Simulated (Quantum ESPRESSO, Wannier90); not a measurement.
## Wannier functions of GaN (zinc blende)

```
begin unit_cell_cart
ang
    0.0000000000    2.2535000000    2.2535000000
    2.2535000000    0.0000000000    2.2535000000
    2.2535000000    2.2535000000    0.0000000000
end unit_cell_cart
begin atoms_frac
Ga   0.0000000000  0.0000000000  0.0000000000
N    0.2500000000  0.2500000000  0.2500000000
end atoms_frac
```

Materials Project entry mp-830; symmetrised, unrelaxed at this level. Not found in the COD (Crystallography Open Database) copy used, which has the formula in other groups; not checked further. Level: PBEsol, spinors with spin-orbit coupling; pw.x of Quantum ESPRESSO at 68 Ry with PseudoDojo potentials, 10×10×10 k-points, Wannier90. Density: 12×12×12 mesh, cold smearing 0.01 Ry.

A tight-binding model is made by disentanglement and projection with no localisation steps (num_iter = 0), so the 16 orbitals stay atom-like: hydrogen-like Ga: s;p; N: s;p, axes along x, y, z; frozen window up to 6.70 eV relative to the valence-band maximum. It follows pw.x to 1.5 meV rms for states up to 2.7 eV relative to the valence-band maximum. Matrix elements depend on this choice of orbitals and windows. Bands 3–12 (Ga 3d 90 %, N 2s 5 %) lie between the kept ones and are excluded.

Question: What are the on-site energies relative to the valence-band maximum, and how fast do the hoppings decay?

Answer: 
| atom | orbitals | energy (eV) |
|---|---|---|
| Ga1 | s↑ s↓ | 2.59 |
| Ga1 | pz↑ pz↓ px↑ px↓ py↑ py↓ | 7.83 |
| N2 | s↑ s↓ | -12.45 |
| N2 | pz↑ pz↓ px↑ px↓ py↑ py↓ | -0.24 |

```
distance of the centres (Å)  largest modulus (eV)
---------------------------  --------------------
1–2                                           1.8
3–4                                          0.68
4–5                                         0.096
5–6                                         0.055
6–7                                         0.046
7–8                                         0.014
8–9                                        0.0067
9–10                                       0.0036
10–11                                      0.0035
11–12                                      0.0033
12–13                                      0.0019
```
